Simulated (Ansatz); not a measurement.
Sb:
```cif
data_Sb4
_chemical_formula_sum 'Sb4'
_space_group_name_H-M_alt 'Fm-3m'
_space_group_IT_number 225
_space_group_name_Hall '-F 4 2 3'
_cell_length_a 4.77408
_cell_length_b 4.77408
_cell_length_c 4.77408
_cell_angle_alpha 90.000
_cell_angle_beta 90.000
_cell_angle_gamma 90.000
loop_
_atom_site_label
_atom_site_type_symbol
_atom_site_symmetry_multiplicity
_atom_site_Wyckoff_symbol
_atom_site_fract_x
_atom_site_fract_y
_atom_site_fract_z
_atom_site_occupancy
Sb1 Sb 4 a 0.00000 0.00000 0.00000 1
```
(The calculation used a cell of 1 atom; values per cell refer to that cell.)

Relaxed with r²SCAN.

**Question.** Which orbitals make up the states near the Fermi level in DFT-r²SCAN in the program Ansatz with PAW potentials?

**Answer.** Within 0.5 eV of the Fermi level: Sb 5p 90 %, Sb 5s 6 %. Projections are on Löwdin-orthogonalised atomic valence shells; empty p or d shells of many metals are not among them.

**Question.** Tabulate the density of states.

**Answer.** States/eV per cell of 1 atom, in 0.25 eV bins, energy from the Fermi level.

```tsv
E (eV)	total	Sb 5p	Sb 5s
-7.85	0.56	0.02	0.53
-7.60	0.13	0.00	0.13
-7.35	0.00	0.00	0.00
-7.10	0.00	0.00	0.00
-6.85	0.00	0.00	0.00
-6.60	0.00	0.00	0.00
-6.35	0.00	0.00	0.00
-6.10	0.01	0.01	0.00
-5.85	0.11	0.11	0.00
-5.60	0.17	0.17	0.01
-5.35	0.23	0.22	0.01
-5.10	0.31	0.29	0.02
-4.85	0.43	0.40	0.03
-4.60	0.54	0.50	0.04
-4.35	0.75	0.69	0.06
-4.10	0.75	0.67	0.07
-3.85	0.68	0.59	0.08
-3.60	0.53	0.43	0.09
-3.35	0.40	0.32	0.08
-3.10	0.49	0.40	0.08
-2.85	0.51	0.43	0.07
-2.60	0.51	0.43	0.07
-2.35	0.52	0.44	0.07
-2.10	0.51	0.44	0.06
-1.85	0.51	0.43	0.06
-1.60	0.50	0.43	0.06
-1.35	0.52	0.45	0.05
-1.10	0.56	0.48	0.05
-0.85	0.58	0.51	0.05
-0.60	0.59	0.52	0.05
-0.35	0.63	0.56	0.04
-0.10	0.66	0.59	0.04
0.15	0.72	0.65	0.04
0.40	0.81	0.74	0.03
0.65	0.79	0.72	0.03
0.90	0.77	0.70	0.03
1.15	0.74	0.68	0.03
1.40	0.72	0.66	0.02
1.65	0.70	0.64	0.02
1.90	0.68	0.62	0.02
2.15	0.66	0.60	0.02
2.40	0.64	0.59	0.02
2.65	0.62	0.58	0.01
2.90	0.60	0.56	0.01
3.15	0.58	0.55	0.01
3.40	0.57	0.53	0.01
3.65	0.54	0.51	0.01
3.90	0.41	0.39	0.01
4.15	0.34	0.33	0.01
4.40	0.29	0.28	0.00
4.65	0.26	0.24	0.00
```

The workflow started from an entry of the Crystallography Open Database (COD), which files this formula under 5 space groups. It is not the phase usual at ambient conditions (space group No. 166). Symmetry was held in the r²SCAN relaxation. At this level the phase is mechanically unstable. Scalar-relativistic: spin–orbit coupling is off unless named, which matters more the heavier the elements.

Potentials: the later of the program's two PAW sets.
